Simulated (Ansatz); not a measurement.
Ti:
```cif
data_Ti2
_chemical_formula_sum 'Ti2'
_space_group_name_H-M_alt 'P 1'
_space_group_IT_number 1
_cell_length_a 2.93921
_cell_length_b 2.93921
_cell_length_c 4.64792
_cell_angle_alpha 90.000
_cell_angle_beta 90.000
_cell_angle_gamma 120.000
loop_
_space_group_symop_operation_xyz
  'x, y, z'
loop_
_atom_site_label
_atom_site_type_symbol
_atom_site_fract_x
_atom_site_fract_y
_atom_site_fract_z
_atom_site_occupancy
Ti1 Ti 0.33333 0.66667 0.25000 1
Ti2 Ti 0.66667 0.33333 0.75000 1
```

Relaxed with PBE.

### Question
Which orbitals make up the states near the Fermi level in the program Ansatz at the PBE level (PAW)?

### Answer
Within 0.5 eV of the Fermi level: Ti 3d 91 %. Projections are on Löwdin-orthogonalised atomic valence shells; empty p or d shells of many metals are not among them.

### Question
Tabulate the density of states.

### Answer
States/eV per cell of 2 atoms, in 0.25 eV bins, energy from the Fermi level.

```tsv
E (eV)	total	Ti 3d	Ti 4s	Ti 3p
-6.35	0.00	0.00	0.00	0.00
-6.10	0.04	0.00	0.04	0.00
-5.85	0.10	0.00	0.09	0.00
-5.60	0.14	0.00	0.13	0.00
-5.35	0.18	0.00	0.16	0.00
-5.10	0.22	0.00	0.19	0.00
-4.85	0.25	0.01	0.22	0.01
-4.60	0.30	0.01	0.26	0.01
-4.35	0.33	0.02	0.29	0.01
-4.10	0.37	0.03	0.31	0.01
-3.85	0.44	0.06	0.35	0.01
-3.60	0.51	0.09	0.39	0.01
-3.35	0.60	0.14	0.43	0.01
-3.10	0.75	0.24	0.48	0.01
-2.85	1.06	0.48	0.55	0.02
-2.60	1.82	1.15	0.62	0.02
-2.35	1.88	1.31	0.53	0.02
-2.10	2.23	1.74	0.44	0.02
-1.85	2.57	2.18	0.31	0.02
-1.60	2.83	2.54	0.19	0.02
-1.35	2.16	1.95	0.10	0.02
-1.10	2.70	2.43	0.13	0.02
-0.85	3.68	3.24	0.20	0.02
-0.60	3.79	3.37	0.17	0.02
-0.35	1.55	1.40	0.06	0.01
-0.10	1.63	1.46	0.05	0.01
0.15	3.47	3.18	0.11	0.01
0.40	4.38	4.02	0.15	0.01
0.65	4.24	3.83	0.17	0.01
0.90	5.04	4.56	0.21	0.01
1.15	4.66	4.28	0.14	0.01
1.40	2.90	2.69	0.05	0.00
1.65	2.13	2.05	0.02	0.00
1.90	2.13	2.09	0.02	0.00
2.15	2.15	2.11	0.02	0.00
2.40	2.27	2.23	0.02	0.00
2.65	2.63	2.57	0.04	0.00
```

Space group P6_3/mmc (hcp (Mg type)). The cell was relaxed with PBE under the symmetry of its start. The run is not spin-polarised.

Potentials: the earlier of the program's two PAW sets.
